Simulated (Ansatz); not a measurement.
One crystal and one scan (energy against volume) at two levels, PBE (plane waves to 420 eV, PAW, scalar-relativistic; Ansatz, a quantum-chemistry and plane-wave program) and r2SCAN (plane waves to 500 eV, PAW, scalar-relativistic; Ansatz), each from its own relaxed cell and on its own mesh. The cell shown is that of PBE.

GaN (wurtzite)

```
CELL_PARAMETERS angstrom
      3.21861     0.00000     0.00000
     -1.60931     2.78740     0.00000
      0.00000     0.00000     5.24355
ATOMIC_POSITIONS crystal
  Ga 0.66667 0.33333 0.00096
  Ga 0.33333 0.66667 0.50096
  N  0.66667 0.33333 0.62424
  N  0.33333 0.66667 0.12424
```

The volume is varied about the relaxed value V₀ at fixed cell shape. The atoms relax within the cell's symmetry.

Energies are smeared free energies. GaN was relaxed with its symmetry unable to fall. The PAW data are Ansatz's earlier set. With the shape held, the modulus is that of even scaling; a crystal free to change shape is softer. Percentages come from the unrounded values. Both scans cover V/V₀ from 0.900 to 1.100.

Results of PBE:

```
Quantity                                                                     Result
---------------------------------------------------------------------------  ------
Lattice constant a (Å)                                                        3.219
Lattice constant c (Å)                                                        5.244
Relaxed volume (Å³/atom)                                                      11.76
Band gap of the relaxed cell, no spin-orbit coupling (eV)                      1.71
Pressure at the smallest volume (GPa)                                          22.8
Energy cost of the largest compression (meV/atom)                              76.3
Energy cost of the largest expansion (meV/atom)                                53.0
Bulk modulus at fixed cell shape B₀ (third-order Birch-Murnaghan fit) (GPa)   171.7
Pressure for 5 % compression (fit) (GPa)                                        9.9
```

Q: Estimate the r2SCAN values.

A: 
```json
[
 {"quantity": "Lattice constant a (Å)", "r2SCAN": "3.183", "PBE − r2SCAN": "+0.036 (+1.1 %)"},
 {"quantity": "Lattice constant c (Å)", "r2SCAN": "5.184", "PBE − r2SCAN": "+0.060 (+1.2 %)"},
 {"quantity": "Relaxed volume (Å³/atom)", "r2SCAN": "11.37", "PBE − r2SCAN": "+0.39 (+3.4 %)"},
 {"quantity": "Band gap of the relaxed cell, no spin-orbit coupling (eV)", "r2SCAN": "2.35", "PBE − r2SCAN": "-0.64 (-27 %)"},
 {"quantity": "Pressure at the smallest volume (GPa)", "r2SCAN": "25.9", "PBE − r2SCAN": "-3.1 (-12 %)"},
 {"quantity": "Energy cost of the largest compression (meV/atom)", "r2SCAN": "83.8", "PBE − r2SCAN": "-7.5 (-8.9 %)"},
 {"quantity": "Energy cost of the largest expansion (meV/atom)", "r2SCAN": "58.8", "PBE − r2SCAN": "-5.8 (-9.7 %)"},
 {"quantity": "Bulk modulus at fixed cell shape B₀ (third-order Birch-Murnaghan fit) (GPa)", "r2SCAN": "196.0", "PBE − r2SCAN": "-24.3 (-12 %)"},
 {"quantity": "Pressure for 5 % compression (fit) (GPa)", "r2SCAN": "11.2", "PBE − r2SCAN": "-1.3 (-12 %)"}
]
```

PBE gives the higher value for: lattice constant a; lattice constant c; relaxed volume. PBE gives the lower value for: band gap of the relaxed cell, no spin-orbit coupling; pressure at the smallest volume; energy cost of the largest compression; energy cost of the largest expansion; bulk modulus at fixed cell shape B₀; pressure for 5 % compression.

(Under strain, the slope of the energy per volume gives the stress and its curvature an elastic modulus.)
